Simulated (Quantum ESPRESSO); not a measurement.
Kohn-Sham bands of BaAu₂ (P6/mmm)

```
CELL_PARAMETERS angstrom
      4.86043     0.00000     0.00000
     -2.43022     4.20926     0.00000
      0.00000     0.00000     4.21406
ATOMIC_POSITIONS crystal
  Ba 0.00000 0.00000 0.00000
  Au 0.66667 0.33333 0.50000
  Au 0.33333 0.66667 0.50000
```

Cell from Materials Project (mp-30363), symmetrised, no further relaxation. COD (Crystallography Open Database) has an entry of this formula and space group (matched by these alone). Level: PBEsol, no spin polarisation, no spin-orbit coupling; pw.x of Quantum ESPRESSO at 61 Ry with PseudoDojo potentials, 4×4×4 k-points, Wannier90. Density: 12×12×10 mesh, cold smearing 0.01 Ry. Spin-orbit coupling is left out although heavy elements are present.

Energies are relative to the Fermi level; weights are on the orthonormalised atomic waves of the pseudopotential files, averaged over the group. 48 electrons a cell are treated as valence.

Task: Into which isolated groups do the bands fall, where do they lie and what are they made of?

Result: 
```csv
bands,from (eV),to (eV),filling,weight on atomic waves
1–2,-105.59,-105.58,filled,Au 5s 99 %
3–8,-56.96,-56.83,filled,Au 5p 100 %
9,-27.98,-27.94,filled,Ba 5s 98 %
10–12,-13.59,-13.01,filled,Ba 5p 97 %
```

No gap over 0.05 eV opens at the Fermi level at this level of theory.
